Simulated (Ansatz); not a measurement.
Ta$_{2}$O$_{5}$:
Space group Pbam (No. 55); a = 6.210 Å, b = 7.325 Å, c = 3.788 Å, α = β = γ = 90.00°

| atom | site | symmetry | x | y | z |
|---|---|---|---|---|---|
| Ta | 4g | ..m | 0.2755 | 0.1191 | 0.0000 |
| O | 4h | ..m | 0.3014 | 0.1564 | 0.5000 |
| O | 2a | ..2/m | 0.0000 | 0.0000 | 0.0000 |
| O | 4g | ..m | 0.1104 | 0.3598 | 0.0000 |

Relaxed with r²SCAN. DFT-r²SCAN in the program Ansatz with PAW potentials gives a gap of 2.70 eV.

Problem. What gap does HSE06 give on the same cell (Ansatz, PAW)?

Solution. 3.76 eV, 1.06 eV more. The hybrid was solved on a coarser mesh and at special points; its gap is the smallest among all of these.

Cost on shared cores: the r²SCAN run (SCF on a 5×4×7 mesh, then bands and DOS) about 9 core-minutes (a rough figure), the HSE06 run (SCF on 3×3×4, then a few points) around 6 core-minutes (rough); the tasks are unlike.

The start of the workflow was typed in or built on a structure type; the Crystallography Open Database copy checked does not list it. COD files the formula under space group No. 49, so this cell is another polymorph or a model. Its standing as an ambient phase is unchecked. The cell was relaxed with r²SCAN under the symmetry of its start; its stability against distortions is not shown here. The run is not spin-polarised. Scalar-relativistic: spin–orbit coupling is off unless named, which matters more the heavier the elements.

Potentials: the earlier of the program's two PAW sets.
